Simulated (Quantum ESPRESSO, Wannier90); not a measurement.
# ZnCdSe$_{2}$ (P3m1): Wannier90 run

```yaml
crystal:
  lattice:
    - [4.22497, 0.00000, 0.00000]
    - [-2.11248, 3.65893, 0.00000]
    - [0.00000, 0.00000, 6.92533]
  atoms:
    - { symbol: Zn, position: [0.00000, 0.00000, 0.00013] }
    - { symbol: Cd, position: [0.66667, 0.33333, 0.49714] }
    - { symbol: Se, position: [0.66667, 0.33333, 0.10854] }
    - { symbol: Se, position: [0.00000, 0.00000, 0.64220] }
```

Cell from Materials Project (mp-1215451), symmetrised, no further relaxation. Not found in the COD (Crystallography Open Database) copy used; not checked further. Method: PBEsol plane waves in Quantum ESPRESSO 7.5 (PseudoDojo norm-conserving files, 82 Ry, no spin polarisation, no spin-orbit coupling), Bloch states on a 6×6×4 mesh through Γ, Wannier90 4.0.1. Density: 12×12×6 mesh, Gaussian smearing 0.01 Ry. Spin-orbit coupling, left out, would split the p-like bands by a few tenths of an eV.

Valence charges of the files: Zn 20, Cd 20, Se 16. 58 bands were computed.

Isolated groups of bands, relative to the valence-band maximum (bands from 37 on overlap up to the last one computed):

```
bands  from (eV)  to (eV)  filling            weight on atomic waves
-----  ---------  -------  -------  --------------------------------
1        -124.89  -124.89   filled                       Zn 3s 100 %
2        -101.53  -101.53   filled                       Cd 4s 100 %
3–5       -79.20   -79.20   filled                       Zn 3p 100 %
6–8       -62.63   -62.62   filled                       Cd 4p 100 %
9–18      -46.90   -46.69   filled                       Se 3d 100 %
19–20     -12.71   -12.02   filled             Se 4s 87 %, Zn 4s 4 %
21–25      -7.80    -7.22   filled                        Cd 4d 95 %
26–30      -6.36    -5.97   filled                        Zn 3d 96 %
31–36      -4.61     0.00   filled  Se 4p 80 %, Cd 5s 5 %, Zn 4s 5 %
```

Wanted is a model with the orbitals Zn s p, Cd s p, Se s p, without the filled groups that are mainly made of other shells (semicore states, and anion s where it isn't named); all higher bands stay in for disentanglement.

Task: Give num_wann, exclude_bands and num_bands, and the number of electrons that the model holds.

Result: Electrons: 1×20 + 1×20 + 2×16 = 72, which fill 36 bands.
num_wann = 1×4 + 1×4 + 2×4 = 16.
exclude_bands = 1-18,21-30, 28 bands, so num_bands = 58 − 28 = 30.
The model holds 72 − 2×28 = 16 electrons. With the window frozen to 2.05 eV it follows pw.x to 1.6 meV rms (states up to 1.5 eV relative to the valence-band maximum).
